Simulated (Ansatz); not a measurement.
Property card for W$_{2}$C

W₂C:
```
W2C
1.0
    4.65619     0.00000     0.00000
    0.00000     5.20830     0.00000
    0.00000     0.00000     2.99187
W C
4 2
Direct
  0.25924   0.15825   0.50000
  0.74076   0.84175   0.50000
  0.75924   0.34175   0.00000
  0.24076   0.65825   0.00000
  0.00000   0.00000   0.00000
  0.50000   0.50000   0.50000
```

Space group Pnnm (No. 58); conventional cell a = 4.656 Å, b = 5.208 Å, c = 2.992 Å, α = 90.00°, β = 90.00°, γ = 90.00°.

Method: LDA (plane waves, PAW; program Ansatz). Structure relaxed to zero pressure with the same functional. Other levels are named where they apply.

**Cell and energy**

```json
{
 "volume_per_atom": "12.09 Å³",
 "density": "17.38 g/cm³",
 "Formation energy from the elements (no fitted shifts)": "-0.10 eV/atom"
}
```

**Electronic structure**

```json
{
 "electronic_character": "metallic (no gap)",
 "Density of states at the Fermi level": "0.50 states/eV per atom (mean over ±0.08 eV)"
}
```

**Mechanics**

```json
{
 "Bulk modulus (Birch–Murnaghan fit)": "367 GPa",
 "Pressure derivative B′": "4.3"
}
```

**Phonons**

```json
{
  "highest_zone_centre_frequency": "749 cm⁻¹",
  "zone_centre_stability": "no imaginary mode at Γ"
}
```

The first step of the workflow began from a Materials Project structure, measured or hypothetical; the Crystallography Open Database copy checked does not list it. Whether it is the stable phase at ambient conditions was not checked. Symmetry was held in the LDA relaxation. The run is not spin-polarised. As this level gives no gap, phonon frequencies hold no LO–TO term and depend on the k-mesh and smearing (Fermi–Dirac, 0.1 eV here). The references are the lowest solids computed at this level, not always the standard phases. Scalar-relativistic: spin–orbit coupling is off unless named, which matters more the heavier the elements.

Potentials: the later of the program's two PAW sets.
